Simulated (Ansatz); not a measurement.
ZrSnTe in space group P4/nmm (No. 129; Zr on 2c, Sn on 2a, Te on 2c) at seven volumes, plane-wave PAW LDA (Ansatz code), shape and atoms relaxed at each. One row is withheld.

| V (Å³/atom) | P (GPa) |
|---|---|
| 21.034 | ? |
| 21.728 | 7.05 |
| 22.421 | 3.23 |
| 23.115 | 0.00 |
| 23.808 | -2.73 |
| 24.502 | -5.04 |
| 25.195 | -6.99 |

Question: Fit the shown pressures and predict the withheld one.

Answer: P = (3/2)B₀(x^(7/2) − x^(5/2))[1 + (3/4)(B′ − 4)(x − 1)] with x = (V₀/V)^(2/3). Least squares on the six rows gives V₀ = 23.115 Å³/atom, B₀ = 98.8 GPa, B′ = 4.60. At V = 21.034, x = 1.0649 and P = 11.59 GPa. The run itself gave 11.55 GPa.

The workflow started from a Materials Project entry (that database holds measured and hypothetical structures alike); the Crystallography Open Database copy checked does not list it. Whether it is the stable phase at ambient conditions was not checked. Symmetry was held in the LDA relaxation; of distortions, only those at the zone centre were tested. No spin polarisation was allowed. Scalar-relativistic: spin–orbit coupling is off unless named, which matters more the heavier the elements.

Potentials: the later of the program's two PAW sets.
